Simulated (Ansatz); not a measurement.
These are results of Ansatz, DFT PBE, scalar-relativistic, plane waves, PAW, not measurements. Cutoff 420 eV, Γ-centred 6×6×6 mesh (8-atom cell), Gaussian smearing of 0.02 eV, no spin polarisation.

Formation energies are uncorrected and count from the elements' standard states at the same level.

Question: Give a relaxed trial structure of a tetragonal semiconductor that holds Zn and 2 more elements, with a gap near 1.6 eV, a formation energy near −0.43 eV/atom and about 28 Å³ per atom, in a cell of 8 atoms.

Answer: BeZn3Te4, space group I-42m (No. 121). Be has 4 Te at 2.47 Å; Zn on a site of symmetry -42m has 4 Te at 2.68 Å; around Zn on a site of symmetry -4 lie 4 Te at 2.66 Å; around Te lie 1 Be at 2.47 Å and 3 Zn at 2.66–2.68 Å.

```
Be Zn Te
1.0
    -3.02502    3.02502    6.03793
     3.02502   -3.02502    6.03793
     3.02502    3.02502   -6.03793
Be Zn Te
1 3 4
Direct
  0.50000 0.50000 0.00000
  0.00000 0.00000 0.00000
  0.25000 0.75000 0.50000
  0.75000 0.25000 0.50000
  0.85449 0.85449 0.47071
  0.38377 0.38377 0.52929
  0.14551 0.61623 0.00000
  0.61623 0.14551 0.00000
```

The volume per atom is 27.63 Å³. The density is 5.38 g/cm³, the formation energy is −0.433 eV/atom and the gap on the 6×6×6 mesh of the 8-atom cell is 1.61 eV.

It was reached by relaxing an invented guess, and it needn't be the stable form of this composition. The answer needn't be unique; the calculation gave this one.

These runs have no spin–orbit coupling, which can matter for Te. Kohn–Sham gaps at this level usually fall short of measured ones. The missing spin–orbit coupling can work the other way here. The reference form of Te is held partly by dispersion forces, which this level lacks. A later test with randomly moved atoms came back to the same energy, though modes that don't fit the test's cell weren't probed.
